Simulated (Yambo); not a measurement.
Yambo run on Cs₂Pt (space group P6_3/mmc, No. 194). The wavefunctions come from this Quantum ESPRESSO step (PBEsol, PseudoDojo standard norm-conserving files, scalar-relativistic):

```
&CONTROL
  calculation = 'nscf'
  pseudo_dir = './pseudo'
  outdir = './out'
/
&SYSTEM
  ibrav = 0
  nat = 6
  ntyp = 2
  ecutwfc = 84.0
  ecutrho = 336.0
  occupations = 'fixed'
  force_symmorphic = .true.
  nbnd = 246
/
&ELECTRONS
  conv_thr = 6.000000000000001e-09
  diago_full_acc = .true.
  diago_thr_init = 1e-08
/
ATOMIC_SPECIES
Cs 132.9055 Cs.upf
Pt 195.0840 Pt.upf
CELL_PARAMETERS angstrom
  5.807140102000   0.000000000000   0.000000000000
 -2.903570051000   5.029130852000   0.000000000000
  0.000000000000   0.000000000000   7.897290000000
ATOMIC_POSITIONS crystal
Cs   0.666666667000   0.333333333000   0.250000000000
Cs   0.333333333000   0.666666667000   0.750000000000
Cs   0.000000000000   0.000000000000   0.000000000000
Cs   0.000000000000   0.000000000000   0.500000000000
Pt   0.666666667000   0.333333333000   0.750000000000
Pt   0.333333333000   0.666666667000   0.250000000000
K_POINTS automatic
3 3 1 0 0 0
```

Yambo input:

```
rim_cut
gw0
dyson
el_el_corr
HF_and_locXC
ppa
em1d
RandQpts= 1000000
RandGvec= 1 Ry
EXXRLvcs= 84 Ry
VXCRLvcs= 336 Ry
Chimod= "HARTREE"
% BndsRnXp
 9 | 245 |
%
NGsBlkXp= 6 Ry
% LongDrXp
 1.0 | 1.0 | 1.0 |
%
PPAPntXp= 27.2114 eV
% GbndRnge
 1 | 245 |
%
GTermKind= "BG"
DysSolver= "n"
ExtendOut
% QPkrange
 1 | 1 | 36 | 37 |
 3 | 3 | 36 | 37 |
%
```

k points by index: 1 = Γ, 3 = K.

Table of the .qp output:

```
#    K-point    Band    Eo [eV]    E [eV]    E-Eo [eV]    Vxc [eV]    Vnlxc [eV]    Sc|Eo [eV]    Sc|E [eV]    dSc/dw|Eo [eV]    Re(Z)    Im(Z)
#
    1    36    0.000000    -0.221787    -0.221787    -19.54926    -23.73469    3.887552    3.963638    -9.326324    0.744742    -0.002032
    1    37    1.859586    2.313678    0.454092    -9.737833    -6.354552    -2.824581    -2.929189    -6.267283    0.812795    -0.001398
    3    36    -0.040626    -0.287504    -0.246878    -19.40109    -23.72871    3.995170    4.080747    -9.423994    0.742756    -0.002122
    3    37    2.383098    2.823700    0.440602    -8.896948    -5.075900    -3.282260    -3.380446    -6.062214    0.817805    -0.001413
```
(The two width columns are left out.) Convergence of these settings isn't established.

Spin-orbit coupling is not included.

Geometry of the Materials Project entry, not relaxed at this level.

The structure is a Materials Project entry; no match was found in the copy of COD used, and its stability was not checked.
